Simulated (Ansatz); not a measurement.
ZnCdTeSe:
```
ZnCdTeSe
1.0
    3.64356     2.10342     0.00000
   -3.64356     2.10342     0.00000
    0.00000     0.00000     7.04469
Zn Cd Te Se
1 1 1 1
Direct
  0.66672   0.33328   0.01525
  0.33329   0.66671   0.47624
  0.66661   0.33339   0.64713
  0.33338   0.66662   0.10939
```

Relaxed with LDA.

Task: Which orbitals make up the states near the Fermi level in LDA (plane waves, PAW; program Ansatz)?

Result: Within 0.5 eV of the Fermi level: Te 5p 82 %, Se 4p 6 %. Projections are on Löwdin-orthogonalised atomic valence shells; empty p or d shells of many metals are not among them.

Task: Tabulate the density of states.

Result: States/eV per cell of 4 atoms, in 0.25 eV bins, energy from the Fermi level.

```csv
E (eV),total,Zn 3d,Se 4p,Te 5p
-7.85,0.00,0.00,0.00,0.00
-7.60,7.47,7.01,0.35,0.02
-7.35,28.50,27.23,0.44,0.16
-7.10,4.03,3.73,0.02,0.02
-6.85,0.00,0.00,0.00,0.00
-6.60,0.00,0.00,0.00,0.00
-6.35,0.00,0.00,0.00,0.00
-6.10,0.00,0.00,0.00,0.00
-5.85,0.16,0.00,0.08,0.02
-5.60,2.70,0.06,1.17,0.44
-5.35,3.14,0.09,1.16,0.66
-5.10,1.08,0.05,0.33,0.31
-4.85,1.88,0.06,0.37,0.75
-4.60,2.08,0.05,0.40,0.83
-4.35,1.44,0.05,0.43,0.43
-4.10,1.38,0.05,0.70,0.25
-3.85,1.72,0.05,1.06,0.29
-3.60,2.08,0.06,1.19,0.51
-3.35,2.08,0.05,1.15,0.61
-3.10,2.55,0.06,1.51,0.70
-2.85,3.30,0.08,1.99,0.92
-2.60,3.25,0.07,1.87,0.99
-2.35,2.49,0.07,1.26,0.91
-2.10,3.77,0.09,1.57,1.76
-1.85,3.60,0.08,1.29,1.92
-1.60,2.29,0.03,0.56,1.47
-1.35,2.17,0.02,0.39,1.54
-1.10,1.83,0.02,0.29,1.36
-0.85,1.18,0.01,0.13,0.93
-0.60,0.86,0.01,0.06,0.72
-0.35,0.71,0.00,0.04,0.61
-0.10,0.25,0.00,0.01,0.22
0.15,0.02,0.00,0.00,0.01
0.40,0.05,0.00,0.01,0.01
0.65,0.10,0.00,0.02,0.01
0.90,0.18,0.00,0.03,0.02
1.15,0.25,0.00,0.05,0.02
1.40,0.77,0.00,0.12,0.07
1.65,1.45,0.00,0.22,0.12
1.90,1.68,0.00,0.26,0.14
2.15,1.80,0.00,0.26,0.17
2.40,2.03,0.00,0.28,0.23
2.65,2.34,0.00,0.28,0.29
2.90,2.63,0.00,0.29,0.35
3.15,1.97,0.00,0.24,0.26
3.40,1.39,0.00,0.15,0.11
3.65,2.39,0.00,0.15,0.16
3.90,3.71,0.00,0.18,0.22
4.15,1.48,0.00,0.04,0.08
4.40,2.14,0.00,0.07,0.11
4.65,4.25,0.00,0.13,0.20
```

Space group P3m1. The workflow started from a Materials Project entry (that database holds measured and hypothetical structures alike); the Crystallography Open Database copy checked does not list it. Whether it is the stable phase at ambient conditions was not checked. The LDA relaxation kept the symmetry of its start; whether a distortion lowers the energy is not shown. Scalar-relativistic: spin–orbit coupling is off unless named, which matters more the heavier the elements.

Potentials: the later of the program's two PAW sets.
